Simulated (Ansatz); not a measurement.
# Zone-centre phonons of Pt at 22 GPa: input and output

Theory: DFT LDA, scalar-relativistic, plane waves, PAW (Ansatz 0.2.0).

Launched with:
```bash
ansatz run input.yaml --threads 1 --pin off --max-ram 3072MiB --backend cpu --events-out ev --progress --plain --runs-dir out
```

Input (bare energies are in eV):
```yaml
crystal:
  lattice:
    - [2.6693118967, 0.0, 0.0]
    - [-1.3346559484, 2.3116919132, 0.0]
    - [0.0, 0.0, 4.531502537]
  atoms:
    - { symbol: Pt, position: [0.6666666667, 0.3333333333, 0.75] }
    - { symbol: Pt, position: [0.3333333333, 0.6666666667, 0.25] }
basis:
  ecutwfc: 420
kpoints:
  mp_grid: { grid: [18, 18, 10] }
hamiltonian:
  xc: lda
scf:
  occupations: { method: fermi_dirac, width: 0.15 }
output:
  eigenvalues: true
phonons:
  method: dfpt
  eigenvectors: true
```

The end of the output:
```
--- Phonons (Γ-DFPT): 2 representative perturbations + reference, on 546 of 3240 k-points (Σ response iterations 6) ---
  k mesh reduced under 4 symmetry operations, with k and −k counted as one. Each operation leaves every solved displacement unchanged or reverses it
  ASR residual: 4.612e-4 → 0.000e0 eV/Å²; symmetrization residual: 8.469e-10 eV/Å²
  ASR residual per site (eV/Å²): 4.61e-4 4.61e-4
  Γ frequencies (cm⁻¹): 0.00 0.00 0.00 49.93 49.93 220.54
  non-analytic LO–TO correction: not included (Born effective charges unavailable; polar crystals: no LO–TO splitting at Γ)
```

The run took 89 s on 1 thread of AMD EPYC 7R43 64-Core Processor (Zen 3), with other jobs on the host, peak memory 1.3 GiB.

In a metal, frequencies and elastic constants depend on the k mesh and the smearing, soft modes and shear constants most. Spin–orbit coupling is left out, which can shift energies with elements as heavy as these. Other phases may be more stable at this pressure.

This form isn't the element's structure at ambient conditions.